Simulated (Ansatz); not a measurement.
**Property card for Al$_{5}$N**

Computed with DFT PBE, scalar-relativistic, plane waves, PAW in Ansatz.

Cutoff 420 eV; k points 8×8×6 on the computed 12-atom cell (Γ-centred); Gaussian smearing, width 0.10 eV; no spin polarisation.

The structure is relaxed at this level of theory with its symmetry kept, and needn't be the ground state of this composition.

```cif
data_structure
_symmetry_space_group_name_H-M 'P1'
_symmetry_Int_Tables_number 1
_cell_length_a 4.7612
_cell_length_b 5.0316
_cell_length_c 8.2978
_cell_angle_alpha 92.209
_cell_angle_beta 91.090
_cell_angle_gamma 90.420
_cell_volume 198.60
loop_
_atom_site_label
_atom_site_type_symbol
_atom_site_symmetry_multiplicity
_atom_site_Wyckoff_symbol
_atom_site_fract_x
_atom_site_fract_y
_atom_site_fract_z
_atom_site_occupancy
Al1 Al 1 a 0.94482 0.17413 0.17719 1
Al2 Al 1 a 0.02629 0.64957 0.70382 1
Al3 Al 1 a 0.03533 0.67678 0.03330 1
Al4 Al 1 a 0.02324 0.16360 0.52465 1
Al5 Al 1 a 0.02819 0.65778 0.37302 1
Al6 Al 1 a 0.09480 0.15387 0.86578 1
Al7 Al 1 a 0.51668 0.53686 0.21892 1
Al8 Al 1 a 0.55353 0.94257 0.67936 1
Al9 Al 1 a 0.51477 0.02842 0.36138 1
Al10 Al 1 a 0.54323 0.53058 0.88176 1
N1 N 1 a 0.23367 0.31001 0.33308 1
N2 N 1 a 0.48546 0.17582 0.84773 1
```

```json
{
  "Space group": "P1 (No. 1)",
  "Volume per atom": "111.7 bohr³",
  "Formation energy from the elements' standard states (uncorrected)": "-0.051 eV/atom",
  "Kohn–Sham band gap": "none (metal)",
  "Density of states at the Fermi level": "3.8 states/eV per cell",
  "Orbital (Löwdin) character within 0.5 eV of the Fermi level": "Al 3p 63 %, Al 3s 23 %, N 2p 9 %, unprojected 4 %"
}
```

The cell was found from a structure generator's guess, not taken from experiment. Löwdin shares on free-atom orbitals overweight diffuse shells.
